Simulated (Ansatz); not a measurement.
Te (trigonal-Te type, space group P3_121)

```xyz
3
Lattice="4.5182 0.0000 0.0000 -2.2591 3.9129 0.0000 0.0000 0.0000 5.9555" Properties=species:S:1:pos:R:3 pbc="T T T"
Te     1.2129     0.0000     1.9852
Te    -0.6064     1.0504     3.9704
Te     1.6527     2.8625     0.0000
```

The slice is a (0001) plane (indices of the conventional cell) through the point (0.268, 0.000, 0.333) (fractional), spanned by u = [110] and v = [1 -1 0] in vectors of this cell: u (4.52 Å) and v (7.83 Å, at 90° to u). It covers one period; positions are fractions (u, v).

Computed with PBE (plane waves to 420 eV, PAW, scalar-relativistic; Ansatz, a quantum-chemistry and plane-wave program). k mesh 9×9×6. These are valence fields of a PAW run, semicore shells included where kept as valence: close to a nucleus they are smooth pseudo fields. Spin-orbit coupling is left out, though Te is heavy. Te was relaxed with its symmetry unable to fall.

Problem. Predict the map of the electrostatic potential energy of an electron, from the cell's mean on the slice.

Solution. 
```
|xxxxxxxx0022779999999988661100xxxxxx|
|xxxxxxxx0044779999999988773300xxxxxx|
|xxxxxx00116688999999998877550000xxxx|
|xx0000005577999999999999886644000000|
|000033557788999999999999888866442200|
|555566778899999999999999998888776655|
|778888999999999999999999999999888877|
|888899999999999999999999999999999988|
|999999999999999988888888999999999999|
|999999999999887766666677778899999999|
|999999998877553311001133557788999999|
|999999997755110000xx0000004477889999|
|99999988661100xxxxxxxxxx000055889999|
|999999774400xxxxxxxxxxxxxx0033779999|
|999988662200xxxxxxxxxxxxxx0022779999|
|999988661100xxxxxxxxxxxxxx0011668899|
|999988661100xxxxxxxxxxxxxx0022779999|
|999988773300xxxxxxxxxxxxxx0044779999|
|99998877550000xxxxxxxxxx001166889999|
|999999886644000000xx0000005577999999|
|999999888866442200000033557788999999|
|999999998888776655555566778899999999|
|999999999999888877778888999999999999|
|999999999999999988888899999999999999|
|888888999999999999999999999999999988|
|666677778899999999999999999999887766|
|001133557788999999999999998877553311|
|xx0000004477889999999999997755110000|
|xxxxxx00005588999999999988661100xxxx|
|xxxxxxxx0033779999999999774400xxxxxx|
|xxxxxxxx0022779999999988662200xxxxxx|
|xxxxxxxx0011668899999988661100xxxxxx|
```
Scale: ten equal steps from -4.00 (start of '0') to 4.25 (end of '9'), in the order '0123456789'. Values: electrostatic potential energy of an electron, from the cell's mean, in eV. The map has 18 points along u (two characters each, u = 0 at the left) and 32 along v (v = 0 in the bottom row). Points within 1 Å of a nucleus are blanked (x), as the pseudised field means little there. Values under -4 eV are set to -4. The zero, the cell's mean, hangs on the PAW cores.
